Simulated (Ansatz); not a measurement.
Be:
```
CELL_PARAMETERS angstrom
      2.25482     0.00000     0.00000
     -1.12741     1.95273     0.00000
      0.00000     0.00000     3.55802
ATOMIC_POSITIONS crystal
  Be 0.33333 0.66667 0.75000
  Be 0.66667 0.33333 0.25000
```

Relaxed with PBEsol. Special points in fractions of this cell's reciprocal vectors: Γ (0.000, 0.000, 0.000); M (0.500, 0.000, 0.000); K (0.333, 0.333, 0.000); A (0.000, 0.000, 0.500); L (0.500, 0.000, 0.500); H (0.333, 0.333, 0.500).

List the band energies nearest the Fermi level at these points for PBEsol in the plane-wave PAW code Ansatz.

In eV from the Fermi level; about four levels below and three above (degenerate sets whole), none deeper than 8.9 eV; … stands for higher levels left out; points with the same levels are listed once.

```
k              below          above
-  -----------------  -------------
Γ              -4.54         1.08 …
M        -5.08 -3.17    3.60 6.47 …
K  -2.54 -1.03 -1.03              …
A                  –  10.68 10.68 …
L        -3.70 -3.70    1.58 1.58 …
H        -1.17 -1.17    0.30 0.30 …
```

Space group P6_3/mmc (hcp (Mg type)). The cell was relaxed with PBEsol under the symmetry of its start.

Potentials: the earlier of the program's two PAW sets. The files were generated under PBE; for other functionals the program regenerates the frozen cores, and for LDA and PBEsol the local potential too.
